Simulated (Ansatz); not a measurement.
## Is this Si₂N structure a true minimum?

It was reached by relaxing an invented guess, and it needn't be the stable form of this composition.

Method: Ansatz 0.2.0, DFT PBE, scalar-relativistic, plane waves, PAW. Cutoff 420 eV; k points 4×12×4 on the computed 12-atom cell (Γ-centred); Gaussian smearing, width 0.10 eV; no spin polarisation.

The cell below (12 atoms, space group Pnma (No. 62)) is relaxed within its symmetry.

```
CELL_PARAMETERS angstrom
7.29907 0.00000 0.00000
0.00000 2.80468 0.00000
0.00000 0.00000 8.18200
ATOMIC_POSITIONS crystal
Si 0.12423 0.75000 0.94728
Si 0.62423 0.75000 0.55272
Si 0.87577 0.25000 0.05272
Si 0.37577 0.25000 0.44728
Si 0.09421 0.25000 0.60157
Si 0.90579 0.75000 0.39843
Si 0.40579 0.75000 0.10157
Si 0.59421 0.25000 0.89843
N 0.10560 0.75000 0.73582
N 0.60560 0.75000 0.76418
N 0.89440 0.25000 0.26418
N 0.39440 0.25000 0.23582
```

For the test it was strained at random (σ = 1.5 % a component), the atoms were moved at random (σ = 0.05 Å), and all was relaxed again on a coarse 8×4×4 mesh (in the run’s order of axes) with 0.20 eV smearing, with no symmetry imposed.

Question: Is the structure stable against such a distortion?

Answer: It returns, within 1 meV/atom of the unmoved cell on that mesh and with the same symmetry when read at 0.1 Å. No instability shows in this cell; modes of other wave vectors, which need another repeat, aren't tested.
